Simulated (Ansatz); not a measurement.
(111) slab cut from the bulk of HfN, 15 Å of vacuum:

```yaml
crystal:
  lattice:
    - [3.18308, 0.00000, 0.00000]
    - [-1.59154, 2.75663, 0.00000]
    - [0.00000, 0.00000, 25.39589]
  atoms:
    - { symbol: Hf, position: [0.33333, 0.66667, 0.29532] }
    - { symbol: N, position: [0.66667, 0.33333, 0.34649] }
    - { symbol: Hf, position: [0.00000, 0.00000, 0.39766] }
    - { symbol: N, position: [0.33333, 0.66667, 0.44883] }
    - { symbol: Hf, position: [0.66667, 0.33333, 0.50000] }
    - { symbol: N, position: [0.00000, 0.00000, 0.55117] }
    - { symbol: Hf, position: [0.33333, 0.66667, 0.60234] }
    - { symbol: N, position: [0.66667, 0.33333, 0.65351] }
    - { symbol: Hf, position: [0.00000, 0.00000, 0.70468] }
```

Level of theory: Ansatz, DFT PBEsol, scalar-relativistic, plane waves, PAW. Cutoff 420 eV; k points 12×12×1 on the computed 9-atom cell (Γ-centred); Gaussian smearing, width 0.10 eV; no spin polarisation. A dipole correction removes the field between periodic images along c.

This base run converges in 10 iterations with a largest force of 0.756 eV/Å and a work function of 4.56 eV on the top face.

Settings are then changed, some of them on purpose to poor values; changes count from the base run. The slab isn't stoichiometric, so no surface energy is given.

Task: What happens with functional PBE?

Result: It converges in 10 iterations; Δφ top (eV) -0.07, largest force (eV/Å) 0.768.

Task: What happens with functional r2SCAN (500 eV)?

Result: It converges in 11 iterations; Δφ top (eV) +0.02, largest force (eV/Å) 0.866.

Task: What happens with at most 2 SCF iterations?

Result: It doesn't converge (2 iterations).

Task: What happens with no preconditioner, β = 0.7?

Result: It converges in 17 iterations; ΔE at zero smearing (meV/atom) 0.0, Δφ top (eV) 0.00, largest force (eV/Å) 0.756.

Task: What happens with occupations gaussian 0.5 eV?

Result: It converges in 9 iterations; ΔE at zero smearing (meV/atom) -5.9, Δφ top (eV) +0.03, largest force (eV/Å) 0.732.

Settings at which electrons spill into the vacuum are left out.

Spin-orbit coupling is left out, which matters for the bands of heavy elements.
